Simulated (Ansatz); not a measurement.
The elements of this relaxed trial crystal are hidden behind letters.

```
lattice vectors (Å)
   2.9574    0.0000    0.0000
  -1.4787    2.5611    0.0000
   0.0000    0.0000    7.0353
fractional positions
X 0.6667 0.3333 0.7774
X 0.3333 0.6667 0.2226
Z 0.6667 0.3333 0.4605
Z 0.3333 0.6667 0.5395
Q 0.0000 0.0000 0.0000
```

Method: DFT PBE, scalar-relativistic, plane waves, PAW in Ansatz. The final run on the 5-atom cell used 420 eV, a Γ-centred 12×12×6 mesh, 0.10 eV smearing and no spin polarisation.

| Item | Value |
| --- | --- |
| Space group | P-3m1 (No. 164) |
| Conventional cell | a = 2.957 Å, c = 7.035 Å |
| Volume per atom | 10.66 Å³ |
| Density | 12.45 g/cm³ |
| Energy over the elements | −0.88 eV/atom |
| Gap on the 12×12×6 mesh of the 5-atom cell | 0 eV (a metal) |

Energies are uncorrected and count from the elements' standard states at the same level.

Task: X is a d-block element of period 6, Z is a p-block element of period 2 and Q is a p-block element of period 2. Which elements are they?

Result: X = Ta, Z = B, Q = O, so the formula is Ta2B2O. Density times volume gives a mean mass of 12.45 × 10.66/1.6605 = 79.9 u per atom, and this set has 79.9 u. Around Ta lie 1 B at 2.23 Å, 3 O at 2.32 Å, 3 B at 2.39 Å and 6 Ta at 2.96 Å; B is surrounded by 3 B at 1.80 Å, 1 Ta at 2.23 Å and 3 Ta at 2.39 Å; around O lie 6 Ta at 2.32 Å. Other sets within the hints have nearly the same mass, so mass alone doesn't settle it; this one was computed.

These runs have no spin–orbit coupling, which can matter for Ta. Symmetry constrained the relaxation, so the result can be a saddle point.
